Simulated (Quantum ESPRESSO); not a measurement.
# Al2ZnGeN4: input and log of a self-consistent run

A calculation, not a measurement. The program is pw.x of Quantum ESPRESSO 7.5 (plane-wave density functional theory). The cell is made up: 8 atoms on a wurtzite lattice, with randomly drawn elements, strain and displacements, not relaxed. PseudoDojo standard norm-conserving files (v0.5 for PBE, v0.4.1 for LDA and PBEsol) set the functional; there is no spin polarisation, spin-orbit coupling or dispersion term, and the masses in the input are unused placeholders.

Input:

```
&control calculation='scf', pseudo_dir='./dojo.nc.sr.pbe.v0_5.standard.upf', outdir='./o', disk_io='low', tprnfor=.true., tstress=.true. /
&system ibrav=0, nat=8, ntyp=4, nbnd=36, ecutwfc=84.00895049, nosym=.true., tot_charge=0,
 occupations='smearing', smearing='fd', degauss=0.0018374661
/
&electrons conv_thr=7.350e-09, electron_maxstep=60, /
ATOMIC_SPECIES
Al 1.0 Al.upf
Ge 1.0 Ge.upf
N 1.0 N.upf
Zn 1.0 Zn.upf
CELL_PARAMETERS angstrom
3.1504 -0.0331 -0.0284
-0.0573 5.3733 0.0068
-0.0463 0.0065 5.1192
ATOMIC_POSITIONS angstrom
Al 0.0408 -0.1005 -0.1775
Zn 1.444 2.6882 0.0962
Al 1.5549 0.8703 2.6407
Ge -0.276 3.5663 2.6069
N -0.0221 0.0268 2.0259
N 1.5793 2.6216 1.9352
N 1.6708 0.7797 4.4018
N -0.1422 3.7717 4.5128
K_POINTS automatic
6 4 4 1 1 1
```

The log is shortened where brackets say so; the opening notice, blank lines, dates and the lines on written files are dropped, and the path of the files is cut. It prints rydbergs, bohrs and kilobars, and counts compression as positive stress.

```
     Program PWSCF v.7.5
     Parallel version (MPI & OpenMP), running on       4 processor cores
     Number of MPI processes:                 4
     Threads/MPI process:                     1
     [start-up lines left out]
     bravais-lattice index     =            0
     lattice parameter (alat)  =       5.9540  a.u.
     unit-cell volume          =     584.6835 (a.u.)^3
     number of atoms/cell      =            8
     number of atomic types    =            4
     number of electrons       =        60.00
     number of Kohn-Sham states=           36
     kinetic-energy cutoff     =      84.0090  Ry
     charge density cutoff     =     336.0358  Ry
     scf convergence threshold =      7.3E-09
     mixing beta               =       0.7000
     number of iterations used =            8  plain     mixing
     Exchange-correlation= PBE
                           (   1   4   3   4   0   0   0)
     [axes and pseudopotential details left out]
   Cartesian axes
     site n.     atom                  positions (alat units)
         1        Al     tau(   1) = (   0.0129495  -0.0318977  -0.0563367  )
         2        Zn     tau(   2) = (   0.4583106   0.8532067   0.0305329  )
         3        Al     tau(   3) = (   0.4935091   0.2762242   0.8381307  )
         4        Ge     tau(   4) = (  -0.0875995   1.1319065   0.8274029  )
         5        N      tau(   5) = (  -0.0070143   0.0085060   0.6429996  )
         6        N      tau(   6) = (   0.5012534   0.8320686   0.6142123  )
         7        N      tau(   7) = (   0.5302945   0.2474687   1.3970855  )
         8        N      tau(   8) = (  -0.0451328   1.1970983   1.4323158  )
     number of k points=    48  Fermi-Dirac smearing, width (Ry)=  0.0018
                       cart. coord. in units 2pi/alat
        k(    1) = (   0.0848195   0.0741016   0.0776065), wk =   0.0416667
        k(    2) = (   0.0862048   0.0739216   0.2314862), wk =   0.0416667
     [further k points left out]
     Dense  grid:    60859 G-vectors     FFT dimensions: (  36,  60,  60)
     Estimated max dynamical RAM per process >     129.02 MB
     Estimated total dynamical RAM >     471.51 MB
     Initial potential from superposition of free atoms
     starting charge      59.9941, renormalised to      60.0000
     Starting wfcs are   43 randomized atomic wfcs
     total cpu time spent up to now is        2.9 secs
     per-process dynamical memory:    98.4 Mb
     Self-consistent Calculation
     iteration #  1     ecut=    84.01 Ry     beta= 0.70
     Davidson diagonalization with overlap
     ethr =  1.00E-02,  avg # of iterations =  3.5
     total cpu time spent up to now is        6.9 secs
     total energy              =    -688.03000241 Ry
     estimated scf accuracy    <       2.67482395 Ry
     iteration #  2     ecut=    84.01 Ry     beta= 0.70
     Davidson diagonalization with overlap
     ethr =  4.46E-03,  avg # of iterations =  2.9
     total cpu time spent up to now is       11.1 secs
     total energy              =    -688.66572061 Ry
     estimated scf accuracy    <       2.76618396 Ry
     iteration #  3     ecut=    84.01 Ry     beta= 0.70
     Davidson diagonalization with overlap
     ethr =  4.46E-03,  avg # of iterations =  2.0
     total cpu time spent up to now is       14.3 secs
     total energy              =    -689.20586404 Ry
     estimated scf accuracy    <       0.13862605 Ry
     iteration #  4     ecut=    84.01 Ry     beta= 0.70
     Davidson diagonalization with overlap
     ethr =  2.31E-04,  avg # of iterations =  2.7
     total cpu time spent up to now is       18.4 secs
     total energy              =    -689.23211989 Ry
     estimated scf accuracy    <       0.01048589 Ry
     iteration #  5     ecut=    84.01 Ry     beta= 0.70
     Davidson diagonalization with overlap
     ethr =  1.75E-05,  avg # of iterations =  8.9
     total cpu time spent up to now is       23.7 secs
     total energy              =    -689.23419723 Ry
     estimated scf accuracy    <       0.00616750 Ry
     [iterations 6 to 7 left out]
     iteration #  8     ecut=    84.01 Ry     beta= 0.70
     Davidson diagonalization with overlap
     ethr =  2.31E-07,  avg # of iterations =  2.0
     total cpu time spent up to now is       34.1 secs
     total energy              =    -689.23533383 Ry
     estimated scf accuracy    <       0.00000876 Ry
     iteration #  9     ecut=    84.01 Ry     beta= 0.70
     Davidson diagonalization with overlap
     ethr =  1.46E-08,  avg # of iterations =  3.7
     total cpu time spent up to now is       37.7 secs
     total energy              =    -689.23533676 Ry
     estimated scf accuracy    <       0.00000101 Ry
     iteration # 10     ecut=    84.01 Ry     beta= 0.70
     Davidson diagonalization with overlap
     ethr =  1.68E-09,  avg # of iterations =  2.4
     total cpu time spent up to now is       41.1 secs
     total energy              =    -689.23533694 Ry
     estimated scf accuracy    <       0.00000042 Ry
     iteration # 11     ecut=    84.01 Ry     beta= 0.70
     Davidson diagonalization with overlap
     ethr =  7.02E-10,  avg # of iterations =  2.0
     total cpu time spent up to now is       44.5 secs
     total energy              =    -689.23533697 Ry
     estimated scf accuracy    <       0.00000008 Ry
     iteration # 12     ecut=    84.01 Ry     beta= 0.70
     Davidson diagonalization with overlap
     ethr =  1.28E-10,  avg # of iterations =  2.0
     total cpu time spent up to now is       48.2 secs
     End of self-consistent calculation
     [lines on levels left out]
!    total energy              =    -689.23533699 Ry
     estimated scf accuracy    <          6.1E-09 Ry
     smearing contrib. (-TS)   =       0.00000000 Ry
     internal energy E=F+TS    =    -689.23533699 Ry
     The total energy is F=E-TS. E is the sum of the following terms:
     one-electron contribution =    -486.25099723 Ry
     hartree contribution      =     276.47872587 Ry
     xc contribution           =    -118.18796983 Ry
     ewald contribution        =    -361.27509580 Ry
     convergence has been achieved in  12 iterations
     Forces acting on atoms (cartesian axes, Ry/au):
     atom    1 type  1   force =     0.06035619    0.35074338    0.13845578
     atom    2 type  4   force =     0.00730149   -0.02571544   -0.10358478
     atom    3 type  1   force =     0.00132333   -0.02578211   -0.05262054
     atom    4 type  2   force =     0.16010198    0.11960369    0.09836012
     atom    5 type  3   force =    -0.00537822   -0.04350331   -0.06616241
     atom    6 type  3   force =    -0.13642653   -0.04292506    0.05601277
     atom    7 type  3   force =    -0.07283645    0.03443289    0.07172570
     atom    8 type  3   force =    -0.01444180   -0.36685404   -0.14218663
     Total force =     0.637856     Total SCF correction =     0.000203
     Computing stress (Cartesian axis) and pressure
          total   stress  (Ry/bohr**3)                   (kbar)     P=      172.14
   0.00053059   0.00030150   0.00047968           78.05       44.35       70.56
   0.00030150   0.00210499   0.00037566           44.35      309.66       55.26
   0.00047968   0.00037566   0.00087503           70.56       55.26      128.72
     init_run     :      2.66s CPU      2.77s WALL (       1 calls)
     electrons    :     45.05s CPU     45.36s WALL (       1 calls)
     forces       :      0.57s CPU      0.58s WALL (       1 calls)
     stress       :      2.31s CPU      2.32s WALL (       1 calls)
     [timing details left out]
     PWSCF        :     50.77s CPU     51.24s WALL
     JOB DONE.
```

In other units: free energy -9377.524 eV for the cell, pressure 17.21 GPa, largest force component 9.432 eV/Å. A rerun of a related cell, with the same atoms placed differently, at 1437 eV and a 8 x 6 x 6 mesh moved values by no more than 0.002 eV in energy, 0.03 GPa in stress and 0.003 eV/Å in force.